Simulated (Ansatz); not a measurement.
MoP:
```
MoP
1.0
    2.97419     0.00000     0.00000
    0.00000     2.97419     0.00000
    0.00000     0.00000     2.97419
Mo P
1 1
Direct
  0.00000   0.00000   0.00000
  0.50000   0.50000   0.50000
```

Relaxed with PBEsol. Special points in fractions of this cell's reciprocal vectors: Γ (0.000, 0.000, 0.000); X (0.000, 0.500, 0.000); M (0.500, 0.500, 0.000); R (0.500, 0.500, 0.500).

**Question.** List the band energies nearest the Fermi level at these points for the program Ansatz at the PBEsol level (PAW).

**Answer.** In eV from the Fermi level; about four levels below and three above (degenerate sets whole), none deeper than 8.9 eV; points with the same levels are listed once.

```tsv
k	below	above
Γ	-4.09 -4.09	0.39 0.39 0.39
X	-8.34 -2.92 -2.92 -2.83	1.67 3.14 4.92
M	-4.92 -4.92 -3.40 -0.94 -0.94	2.29 2.64 3.24
R	-7.83 -7.32 -7.32 -7.32	3.39 3.39 3.59 3.59 3.59
```

Space group Pm-3m (CsCl type). The cell is a constructed one: a structure type filled with these elements; neither database checked (COD, Materials Project) lists it. COD files the formula under space group No. 187, so this cell is another polymorph or a model. Whether it is the stable phase at ambient conditions was not checked. The cell was relaxed with PBEsol under the symmetry of its start; of distortions, only those at the zone centre were tested. The run is not spin-polarised. Spin–orbit coupling is left out wherever it is not named.

Potentials: the later of the program's two PAW sets.
